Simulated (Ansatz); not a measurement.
TiO2 (anatase, I4_1/amd), DFT-r²SCAN in the program Ansatz with PAW potentials. The conduction-band minimum lies at Γ, with 1 equivalent valley. Second derivatives d²E/dk² of the lowest band at one valley (eV·Å²), along Cartesian directions:

```csv
direction,d²E/dk²
[100],17.46
[010],17.46
[001],1.917
[110],17.46
[101],9.691
[011],9.691
```

Problem. Find the principal effective masses, the density-of-states mass and the conductivity mass.

Solution. Off-diagonal terms follow from H_xy = H[110] − (H_xx + H_yy)/2, and m*/mₑ = 7.620 eV·Å² over each eigenvalue: 0.44, 0.44, 4.0. One valley's DOS mass (m₁m₂m₃)^(1/3) = 0.91, conductivity mass 3/(Σ 1/mᵢ) = 0.62 mₑ.

Problem. What effective density of states Nc follows at 300 K for parabolic valleys?

Solution. Nc = 2.509e19 × 1 × (0.91)^(3/2) ≈ 2.2e19 cm⁻³.

Problem. With the computed static dielectric constant 47.0 (mean of the diagonal), estimate a hydrogenic donor's binding energy and radius.

Solution. E = 13.606 eV × 0.62/47.0² ≈ 3.8 meV; a = 0.529 Å × ε/m* ≈ 40 Å. Semilocal masses tend to be too small where the gap is.

The cell was relaxed with r²SCAN under the symmetry of its start; of distortions, only those at the zone centre were tested. The run is not spin-polarised.

Potentials: the later of the program's two PAW sets.
